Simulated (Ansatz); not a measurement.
**Na3WClO4: Electrostatic potentials at the Na nuclei**

Cell: a refined structure from the COD, ions relaxed with PBE at fixed cell.

```cif
data_Na3WClO4
_symmetry_space_group_name_H-M 'P4/nmm:1'
_symmetry_Int_Tables_number 129
_cell_length_a 7.5181
_cell_length_b 7.5181
_cell_length_c 5.3600
_cell_angle_alpha 90.000
_cell_angle_beta 90.000
_cell_angle_gamma 90.000
loop_
_atom_site_label
_atom_site_type_symbol
_atom_site_symmetry_multiplicity
_atom_site_Wyckoff_symbol
_atom_site_fract_x
_atom_site_fract_y
_atom_site_fract_z
Na1 Na 2 c 0.5000 0.0000 0.3584
Na3 Na 4 d 0.7500 0.2500 0.0000
W W 2 b 0.0000 0.0000 0.5000
Cl Cl 2 c 0.5000 0.0000 0.8420
O O 8 i 0.8094 0.0000 0.2988
```

One atom of each set is listed.

The numbers come from a DFT calculation in Ansatz (r2SCAN, plane waves and PAW, scalar-relativistic, 500 eV cutoff, Γ-centred 3×3×4 k-points, Fermi–Dirac smearing 0.02 eV).

The potential at a nucleus is that of all electrons and the other nuclei. A higher potential binds the core electrons more strongly, so differences between sites of one element are the initial-state part of core-level shifts.

Task: Rank the Na sites by the potential at the nucleus, lowest first, and give each against the lowest.
A. Na3: 4 O at 2.51 Å, 2 Cl at 2.79 Å
B. Na1: 4 O at 2.35 Å, 2 Cl at 2.59–2.77 Å

Result: B (0.00 V), A (0.84 V).

The largest force is 0.5 eV/Å, so the atoms aren't at the calculated equilibrium and relaxing them would move these values.
